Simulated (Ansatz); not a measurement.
**Ga2O: start and end of a relaxation**

The cell of Ga2O is invented: random cell by space group and Wyckoff sites (Cmmm, No. 65). Lengths were set from tabulated atomic sizes, so they are only a guess.

start.cif

```cif
data_structure
_symmetry_space_group_name_H-M 'Cmmm'
_symmetry_Int_Tables_number 65
_cell_length_a 4.6030
_cell_length_b 5.4335
_cell_length_c 3.5593
_cell_angle_alpha 90.000
_cell_angle_beta 90.000
_cell_angle_gamma 90.000
_cell_volume 89.02
loop_
_atom_site_label
_atom_site_type_symbol
_atom_site_symmetry_multiplicity
_atom_site_Wyckoff_symbol
_atom_site_fract_x
_atom_site_fract_y
_atom_site_fract_z
_atom_site_occupancy
Ga1 Ga 2 a 0.00000 0.00000 0.00000 1
Ga2 Ga 2 b 0.50000 0.00000 0.00000 1
O1 O 2 c 0.50000 0.00000 0.50000 1
```

These are results of DFT PBE, scalar-relativistic, plane waves, PAW (Ansatz), not measurements. Cutoff 420 eV, Gaussian smearing, Γ-centred meshes. Cell and atoms relax first on a coarse mesh and then on a finer one. In between, the cell is made exact in the group found at 0.06 Å. In metals the finer mesh still leaves noise of several meV/atom or more. The steps can't lower the symmetry of their start. No spin polarisation in the relaxation; trial moments died out in a coarse test.

end.cif

```cif
data_structure
_symmetry_space_group_name_H-M 'P4/mmm'
_symmetry_Int_Tables_number 123
_cell_length_a 3.8531
_cell_length_b 3.8531
_cell_length_c 3.7802
_cell_angle_alpha 90.000
_cell_angle_beta 90.000
_cell_angle_gamma 90.000
_cell_volume 56.12
loop_
_atom_site_label
_atom_site_type_symbol
_atom_site_symmetry_multiplicity
_atom_site_Wyckoff_symbol
_atom_site_fract_x
_atom_site_fract_y
_atom_site_fract_z
_atom_site_occupancy
Ga1 Ga 1 a 0.00000 0.00000 0.00000 1
Ga2 Ga 1 c 0.50000 0.50000 0.00000 1
O1 O 1 d 0.50000 0.50000 0.50000 1
```

The symmetry goes from Cmmm (No. 65) to P4/mmm (No. 123). The volume per atom grows by 26.1 %, from 14.8 to 18.7 Å³. The shortest distance goes from 1.78 Å (Ga–O) to 1.89 Å (Ga–O). The energy falls by about 0.30 eV/atom (the start's value is from the coarse mesh).

```json
{
 "Volume per atom": "18.71 Å³",
 "Density": "4.60 g/cm³",
 "Formation energy": "−0.30 eV/atom",
 "Gap on the 12×12×12 mesh of the 3-atom cell": "0 eV (a metal)"
}
```

Energies over the elements count from the elements' standard structures at the same level (O₂ as a molecule), with no fitted energy shifts.

The last run used Gaussian smearing of 0.10 eV. A structure relaxed within its symmetry needn't be a true minimum. In all, the 3 runs took 24 s on 1 thread of AMD EPYC 9R45 96-Core Processor (Zen 5) (shared host). Another cell of Ga2O relaxed alike, in Fmmm, lies 0.31 eV/atom lower, so this cell isn't the stable form at this level.
